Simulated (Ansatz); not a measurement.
Se:
```cif
data_Se3
_chemical_formula_sum 'Se3'
_space_group_name_H-M_alt 'P3221'
_space_group_IT_number 154
_space_group_name_Hall 'P 32 2"'
_cell_length_a 4.50578
_cell_length_b 4.50578
_cell_length_c 4.99121
_cell_angle_alpha 90.000
_cell_angle_beta 90.000
_cell_angle_gamma 120.000
loop_
_atom_site_label
_atom_site_type_symbol
_atom_site_symmetry_multiplicity
_atom_site_Wyckoff_symbol
_atom_site_fract_x
_atom_site_fract_y
_atom_site_fract_z
_atom_site_occupancy
Se1 Se 3 b 0.78290 0.78290 0.50000 1
```

Relaxed at zero pressure with r²SCAN in the plane-wave PAW code Ansatz.

Question: The volume is raised by 6 % and shape and atoms relax at that volume. What pressure results, and how do the axes share the change?

Answer: -0.4 GPa; a 3.1 %, b 3.1 %, c -0.4 %; the energy rises by 2 meV/atom.

Question: Give the new structure.

Answer: 
Space group P3₂21 (No. 154); a = 4.647 Å, b = 4.647 Å, c = 4.973 Å, α = 90.00°, β = 90.00°, γ = 120.00°

```json
[
 {"atom": "Se", "site": "3b", "symmetry": ".2.", "x": "0.7898", "y": "0.7898", "z": "0.5000"}
]
```

The phase is kept; no other phase was compared at this pressure.

Space group P3_221. The workflow started from an entry of the Crystallography Open Database (COD), which files this formula under 4 space groups. It is not the phase usual at ambient conditions (space group No. 152). Symmetry was held in the r²SCAN relaxation; its stability against distortions is not shown here. A crystal of weakly bound chains computed without a dispersion correction: the cell and the soft elastic constants depend strongly on that.

Potentials: the later of the program's two PAW sets.
